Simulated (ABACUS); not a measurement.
A self-consistent single point of CoGe (C2/m, 8 atoms in the cell; from Materials Project mp-21237, changed as shown).

```
CoGe
1.0
    5.79349    -1.84896     0.00000
    5.79349     1.84896     0.00000
   -0.80106     0.00000     4.78918
Co Ge
4 4
Direct
  0.00000   0.00000   0.00000
  0.00000   0.00000   0.50000
  0.80445   0.80445   0.67456
  0.19555   0.19555   0.32544
  0.81633   0.81633   0.18170
  0.18367   0.18367   0.81830
  0.56984   0.56984   0.28241
  0.43016   0.43016   0.71759
```

All values come from this method and carry its errors: PBEsol, numerical atomic orbitals DZP (confined pseudo-atomic orbitals with Gaussian additions; energy shift 0.01 Ry), PseudoDojo 0.4 standard norm-conserving PBEsol (tails mended) pseudopotentials (ABACUS).

ABACUS settings:

- basis: DZP numerical atomic orbitals, energy shift 0.01 Ry
- KPT: Gamma 5 5 3 0 0 0
- basis_type: lcao
- ecutwfc: 100 Ry
- smearing_method: fd
- smearing_sigma: 0.00367493 Ry
- potentials: PseudoDojo 0.4 standard norm-conserving PBEsol (tails mended)
- symmetry: 1
- symmetry_prec: 1e-05
- ks_solver: scalapack_gvx
- scf_nmax: 100
- scf_thr: 1.0e-07
- mixing_type: broyden

Results:

| Property | Value |
|---|---|
| Number of valence electrons | 124 |
| Number of bands | 75 |
| Number of k-points after the program's reduction | 24 |
| Size of the basis | 204 |
| Number of SCF iterations | 15 |
| Free energy E − TS | -26344.7251 eV |
| Fermi level (on the code's own zero) | 17.18 eV |
| Pressure | 3.02 GPa |
| Largest force (vector length) | 0.307 eV/Å |

Forces (eV/Å):
| atom | Fx | Fy | Fz |
|---|---|---|---|
| Co1 | 0.000 | 0.000 | 0.000 |
| Co2 | 0.000 | 0.000 | 0.000 |
| Co3 | -0.267 | 0.000 | -0.151 |
| Co4 | 0.267 | 0.000 | 0.151 |
| Ge5 | 0.118 | 0.000 | -0.040 |
| Ge6 | -0.118 | 0.000 | 0.040 |
| Ge7 | -0.257 | 0.000 | -0.167 |
| Ge8 | 0.257 | 0.000 | 0.167 |

Stress (GPa, positive for compression):
```
 1.30   0.00  -0.11
 0.00   5.32   0.00
-0.11   0.00   2.43
```

For comparison: a first run was changed to give this one (volume scaled by 0.99), and from it to this one the free energy goes up by 1.6 meV/atom, the pressure goes from 1.06 to 3.02 GPa and the largest force hardly changes (0.304 to 0.307 eV/Å).

The atom-centred basis is finite, which shifts total energies, pressures and forces against plane waves. The run has no spin polarisation, so moments on Co cannot form. The structure comes from a collection of computed structures, made at another level of theory; the collection holds predicted forms beside known ones. No clean gap shows at this smearing width and mesh (spacing up to 0.44 Å⁻¹); the mesh is coarse for partly filled bands, so the values carry mesh errors.

Cost on one core: around 4 core-minutes (rough).

The atomic orbitals were generated for these runs; they are not ABACUS's published sets and were checked against plane waves on a few crystals only.

“Tails mended”: in these copies of the files the far tail of each local potential was reset to the Coulomb form.
